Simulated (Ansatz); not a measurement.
**Zincblende alloy of CdSe and ZnSe (26 of 32 Cd sites exchanged), 64 atoms**

Ansatz, PAW, plane waves. PBEsol relaxation of volume and atoms (shape held) at the single k point (¼, ¼, ¼) without its symmetry partners; single points on the relaxed atoms at the Γ point alone, onto which points of the small cell's zone fold. Arrangement: quasirandom. No spin–orbit coupling unless named.

Relaxed structure:

```cif
data_structure
_symmetry_space_group_name_H-M 'P 1'
_symmetry_Int_Tables_number 1
_cell_length_a 11.4334
_cell_length_b 11.4334
_cell_length_c 11.4334
_cell_angle_alpha 90.000
_cell_angle_beta 90.000
_cell_angle_gamma 90.000
_cell_volume 1494.60
loop_
_atom_site_label
_atom_site_type_symbol
_atom_site_fract_x
_atom_site_fract_y
_atom_site_fract_z
_atom_site_occupancy
Zn1 Zn 0.99969 0.00111 0.00436 1
Zn2 Zn 0.99682 0.00284 0.49476 1
Zn3 Zn 0.99890 0.50020 0.00481 1
Zn4 Zn 0.49979 0.00273 0.00284 1
Zn5 Zn 0.50030 0.49760 0.00234 1
Zn6 Zn 0.50170 0.49491 0.49697 1
Zn7 Zn 0.25237 0.24979 0.00275 1
Zn8 Zn 0.25238 0.24982 0.49675 1
Zn9 Zn 0.25011 0.75036 0.00524 1
Zn10 Zn 0.74749 0.25021 0.00265 1
Zn11 Zn 0.74766 0.24986 0.49634 1
Zn12 Zn 0.75013 0.74946 0.00399 1
Zn13 Zn 0.74931 0.75006 0.49420 1
Zn14 Zn 0.24747 0.00180 0.24425 1
Zn15 Zn 0.24983 0.00644 0.75496 1
Zn16 Zn 0.25162 0.49764 0.24481 1
Zn17 Zn 0.25590 0.49424 0.75514 1
Zn18 Zn 0.75158 0.00042 0.24684 1
Zn19 Zn 0.75083 0.00246 0.75204 1
Zn20 Zn 0.74745 0.49874 0.24667 1
Zn21 Zn 0.74474 0.49779 0.75167 1
Zn22 Zn 0.99904 0.24862 0.24738 1
Zn23 Zn 0.99779 0.75188 0.24475 1
Zn24 Zn 0.50031 0.25137 0.24729 1
Zn25 Zn 0.49969 0.25265 0.75299 1
Zn26 Zn 0.50137 0.74750 0.24461 1
Cd1 Cd 0.99933 0.49997 0.49580 1
Cd2 Cd 0.50342 0.00518 0.49760 1
Cd3 Cd 0.25099 0.75101 0.49427 1
Cd4 Cd 0.00211 0.24862 0.75213 1
Cd5 Cd 0.99704 0.75468 0.75579 1
Cd6 Cd 0.50495 0.74697 0.75660 1
Se1 Se 0.12381 0.12695 0.12275 1
Se2 Se 0.13099 0.11871 0.61582 1
Se3 Se 0.12395 0.62536 0.12670 1
Se4 Se 0.13263 0.61731 0.63483 1
Se5 Se 0.62420 0.12571 0.12671 1
Se6 Se 0.63170 0.13409 0.63336 1
Se7 Se 0.62420 0.62297 0.12233 1
Se8 Se 0.63048 0.61836 0.61577 1
Se9 Se 0.37688 0.37358 0.12384 1
Se10 Se 0.37615 0.37287 0.62376 1
Se11 Se 0.37583 0.87547 0.12570 1
Se12 Se 0.37077 0.88231 0.63392 1
Se13 Se 0.87371 0.37357 0.12549 1
Se14 Se 0.86147 0.37379 0.62458 1
Se15 Se 0.87473 0.87553 0.12325 1
Se16 Se 0.86676 0.88203 0.61634 1
Se17 Se 0.36917 0.13079 0.36379 1
Se18 Se 0.37643 0.12767 0.87723 1
Se19 Se 0.38259 0.61631 0.36532 1
Se20 Se 0.36940 0.61789 0.88563 1
Se21 Se 0.87255 0.12706 0.37193 1
Se22 Se 0.86937 0.11941 0.88452 1
Se23 Se 0.86857 0.63070 0.36354 1
Se24 Se 0.86593 0.61667 0.88253 1
Se25 Se 0.13093 0.36791 0.36525 1
Se26 Se 0.13103 0.38025 0.88537 1
Se27 Se 0.11649 0.88171 0.36435 1
Se28 Se 0.13227 0.88421 0.88550 1
Se29 Se 0.62493 0.37266 0.37122 1
Se30 Se 0.62304 0.37453 0.87774 1
Se31 Se 0.62920 0.86937 0.36449 1
Se32 Se 0.63317 0.88292 0.88485 1
```

**Question.** What are the mean bond lengths by pair (pairs within 1.2 times the sum of covalent radii, less contacts 15 % beyond the pair's median; cation–cation pairs of compounds aside; long ionic contacts are cut short by that bound)?

**Answer.** Cd–Se 2.601 ± 0.010 Å (standard deviation, 24 bonds); Se–Zn 2.449 ± 0.011 Å (standard deviation, 104 bonds).

**Question.** What gap lies between the top filled and the lowest empty level in the single points?

**Answer.** HSE06 2.25 eV (37 s on NVIDIA GB200).
